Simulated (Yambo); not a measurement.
How GW settings move the gap: GaAl₃N₄

G0W0@PBEsol for GaAl₃N₄ (space group Pm, No. 6) in Yambo. Reference settings: 2×4×2 Γ-centred k mesh, 162 bands and a 8 Ry block in the screening, 162 bands in G with the Bruneval-Gonze terminator, plasmon pole fitted at 27.2 eV. The PBEsol gap Γ → Γ on this mesh is 3.52 eV; G0W0 gaps are taken between the same points.

| change from the reference | G0W0 gap Γ → Γ (eV) | shift of the valence edge (eV) | rough Yambo cost |
|---|---|---|---|
| reference settings | 4.76 | -0.57 | 1 |
| 63 bands in W, 63 bands in G | 4.83 | -0.35 | about 1/2 |
| 105 bands in W, 105 bands in G | 4.77 | -0.50 | within a factor of two |
| 63 bands in G | 4.76 | -0.54 | – |
| 105 bands in G | 4.76 | -0.57 | – |
| 77 bands in W | 4.81 | -0.45 | within a factor of two |
| 3 Ry block | 4.39 | -0.26 | within a factor of two |
| 2 Ry block | 4.44 | -0.28 | within a factor of two |
| 7 Ry block | 4.72 | -0.54 | within a factor of two |
| pole fitted at 55 eV | 4.79 | -0.66 | – |
| no random integration | 4.71 | -0.38 | – |
| 63 bands in G, no terminator | 4.56 | 0.13 | – |
| no terminator | 4.70 | -0.38 | – |
| 105 bands in G, no terminator | 4.65 | -0.20 | – |

The reference isn't shown to be the converged limit. Costs are rough (shared machines), scaled to the same edge states, and given only for runs that recompute the screening.

Spin-orbit splittings are left out.

The standard potential for Ga keeps a d shell in the valence without the s and p states of that shell. In tests on such compounds this moved G0W0 gaps by up to about 0.9 eV, so absolute quasiparticle energies here are unreliable; differences between settings are what counts.

Geometry of the Materials Project entry, not relaxed at this level; primitive cell a = 5.0377 Å, b = 3.1254 Å, c = 5.4112 Å, α = γ = 90.00°, β = 90.04°.

The structure is a Materials Project entry; no match was found in the copy of COD used, and its stability was not checked.

A shift is the quasiparticle energy of the state minus its PBEsol energy.
